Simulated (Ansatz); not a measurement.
TiC (rock salt): scan of one atom of the cell

TiC (rock salt)

```
TiC
1.0
    0.00000     4.33303     4.33303
    2.16652     0.00000     2.16652
    2.16652     2.16652     0.00000
C Ti
2 2
Direct
  0.00000   0.00000   0.00000
  0.50000   0.00000   0.00000
  0.25000   0.50000   0.50000
  0.75000   0.50000   0.50000
```

In each cell atom 3 (Ti, nearest neighbour C at 2.167 Å; its periodic images, 3.1 Å or more away, move with it) moves by s·(0.707, 0.707, 0.000) (along Cartesian [110]), the rest being held.

These are PBE (plane waves to 420 eV, PAW, scalar-relativistic; Ansatz, a quantum-chemistry and plane-wave program) values and carry that method's errors. k mesh 15×15×15 (Γ-centred), Fermi-Dirac smearing 0.05 eV. The energy includes the smearing's −TS. Stress and pressure are positive under compression. With partly filled bands, energies and forces of such displacements shift with the k mesh and the smearing. F∥ is the force on the atom along that direction. TiC is run without spin polarisation. TiC was relaxed with its symmetry unable to fall. The zero of ΔE is the undisplaced structure.

```tsv
s (Å)	ΔE (meV/cell)	P (GPa)	F∥ (eV/Å)
-0.220	255	3.4	2.363
-0.176	162	2.2	1.860
-0.132	91	1.2	1.380
-0.088	40	0.5	0.915
-0.044	10	0.1	0.457
0.000	0	0.0	0.000
0.044	10	0.1	-0.457
0.088	40	0.5	-0.915
0.132	91	1.2	-1.380
0.176	162	2.2	-1.860
0.220	255	3.4	-2.363
```

Summary:

```
Quantity                                                                                                                                          Value
--------------------------------------------------------  ---------------------------------------------------------------------------------------------
Energy at s = 0.220 Å                                                                                                                      255 meV/cell
Force along the line at s = -0.220 Å                                                                                                          2.36 eV/Å
Symmetry of the curve                                                                                                     even: the same for both signs
Shape of the curve                                                                       a single well with its minimum at or next to zero displacement
Force constant k = d²E/ds² at s = 0 (finite differences)                                                                                     10.4 eV/Å²
Harmonic estimate at the end of the scan                  ½ks² = 251 meV/cell against the computed 255 meV/cell, so the well is close to harmonic there
```

The 11 points together took around 18 core-minutes (rough).

(A displaced cell: forces are minus the slopes of the energy, force constants its curvatures, and phonons follow from these.)
